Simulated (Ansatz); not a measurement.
Ir:
Space group Fm-3m (No. 225); a = b = c = 3.811 Å, α = β = γ = 90.00°

```
atom  site  symmetry       x       y       z
----  ----  --------  ------  ------  ------
Ir      4a      m-3m  0.0000  0.0000  0.0000
```
(The calculation used a cell of 1 atom; values per cell refer to that cell.)

Relaxed with LDA.

Q: Which orbitals make up the states near the Fermi level in the program Ansatz at the LDA level (PAW)?

A: Within 0.5 eV of the Fermi level: Ir 5d 95 %. Projections are on Löwdin-orthogonalised atomic valence shells; empty p or d shells of many metals are not among them.

Q: Tabulate the density of states.

A: States/eV per cell of 1 atom, in 0.25 eV bins, energy from the Fermi level.

```csv
E (eV),total,Ir 5d,Ir 6s
-7.85,0.71,0.46,0.24
-7.60,0.92,0.65,0.27
-7.35,1.16,0.90,0.25
-7.10,1.25,1.04,0.19
-6.85,1.15,1.00,0.14
-6.60,1.08,0.97,0.10
-6.35,1.04,0.95,0.07
-6.10,0.78,0.73,0.03
-5.85,0.77,0.74,0.02
-5.60,1.14,1.07,0.03
-5.35,1.04,0.98,0.03
-5.10,1.07,1.01,0.04
-4.85,1.13,1.05,0.05
-4.60,1.21,1.11,0.07
-4.35,1.27,1.16,0.08
-4.10,1.43,1.28,0.10
-3.85,1.63,1.48,0.09
-3.60,1.84,1.70,0.08
-3.35,1.33,1.21,0.07
-3.10,1.03,0.92,0.07
-2.85,0.96,0.86,0.05
-2.60,0.87,0.78,0.04
-2.35,0.86,0.78,0.04
-2.10,1.05,0.97,0.04
-1.85,1.24,1.15,0.04
-1.60,1.13,1.05,0.04
-1.35,0.89,0.82,0.03
-1.10,0.91,0.85,0.03
-0.85,0.85,0.80,0.03
-0.60,0.81,0.76,0.03
-0.35,0.82,0.77,0.03
-0.10,0.85,0.80,0.03
0.15,0.91,0.86,0.03
0.40,1.07,1.02,0.03
0.65,1.45,1.39,0.04
0.90,1.44,1.39,0.03
1.15,0.97,0.92,0.04
1.40,0.68,0.61,0.05
1.65,0.29,0.21,0.05
1.90,0.26,0.17,0.06
2.15,0.26,0.16,0.07
2.40,0.26,0.15,0.07
2.65,0.26,0.13,0.08
2.90,0.26,0.12,0.08
3.15,0.27,0.11,0.09
3.40,0.27,0.10,0.09
3.65,0.27,0.10,0.10
3.90,0.27,0.08,0.10
4.15,0.27,0.08,0.10
4.40,0.26,0.07,0.10
4.65,0.26,0.06,0.10
```

The LDA relaxation kept the symmetry of its start. The run is not spin-polarised. Spin–orbit coupling is left out wherever it is not named.

Potentials: the later of the program's two PAW sets.
